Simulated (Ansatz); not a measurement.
The start is a relaxed AlPd cell with every coordinate shifted by Gaussian noise of σ = 0.45 Å. The cell and all atomic positions are relaxed at zero pressure with PBEsol (plane waves to 420 eV, PAW, scalar-relativistic; Ansatz, an electronic-structure program). First-step values are on the input's coarse k-mesh.

Ansatz input (later rounds restart from its end on a renewed k-mesh):
Ansatz 0.2 input:
```yaml
crystal:
  lattice:
    - [4.850196437, 0, 0]
    - [0, 4.850196437, 0]
    - [0, 0, 4.850196437]
  atoms:
    - { symbol: Al, position: [0.8895038306, 0.8653945368, 0.8697101013] }
    - { symbol: Al, position: [0.6458003319, 0.1520883877, 0.2614180272] }
    - { symbol: Al, position: [0.1431611008, 0.8203701665, 0.1832320997] }
    - { symbol: Al, position: [0.1606417839, 0.3877858972, 0.608271784] }
    - { symbol: Pd, position: [0.2534902476, 0.2689914168, 0.126665134] }
    - { symbol: Pd, position: [0.2910404165, 0.9244327844, 0.7196681701] }
    - { symbol: Pd, position: [0.7530223579, 0.2889361351, 0.9337794361] }
    - { symbol: Pd, position: [0.8660029999, 0.7349230408, 0.3484934906] }
basis: { ecutwfc: 420, ecutrho_ratio: 4, xc_grid: 2, fft_grid_basis: typed }
kpoints: { mp_grid: { grid: [7, 7, 7] } }
hamiltonian:
  xc: pbesol
  dispersion: none
  pseudopotentials: { kind: paw }
scf: { occupations: { method: fermi_dirac, width: 0.05 } }
relax: { f_tol: 0.01, max_steps: 100, cell: { stress_tol: 0.02 } }
output: { forces: true, stress: true }
```

Q: By how much does the energy per atom fall from start to end?

A: About 2.3 eV/atom.

Q: How do the shortest distances between atoms change?

A: The closest pairs of elements (up to four, under 3.6 Å), start → end: Al–Pd 1.62 → 2.55 Å; Al–Al 1.97 → 3.00 Å; Pd–Pd 2.59 → 2.99 Å.

Q: What band gap does the relaxed structure have at this level?

A: No gap (metallic).

It ends as:

```cif
data_Al4Pd4
_chemical_formula_sum 'Al4 Pd4'
_space_group_name_H-M_alt 'P213'
_space_group_IT_number 198
_space_group_name_Hall 'P 2ac 2ab 3'
_cell_length_a 4.85053
_cell_length_b 4.85053
_cell_length_c 4.85053
_cell_angle_alpha 90.000
_cell_angle_beta 90.000
_cell_angle_gamma 90.000
loop_
_atom_site_label
_atom_site_type_symbol
_atom_site_symmetry_multiplicity
_atom_site_Wyckoff_symbol
_atom_site_fract_x
_atom_site_fract_y
_atom_site_fract_z
_atom_site_occupancy
Al1 Al 4 a 0.84430 0.84430 0.84430 1
Pd1 Pd 4 a 0.14745 0.14745 0.14745 1
```

Final values are on a 10×10×10 k-mesh of the relaxed cell. The start holds a very short contact (Al–Pd 1.62 Å). No spin polarisation in the result.

The cell that was disturbed is our relaxation of an entry of Materials Project.
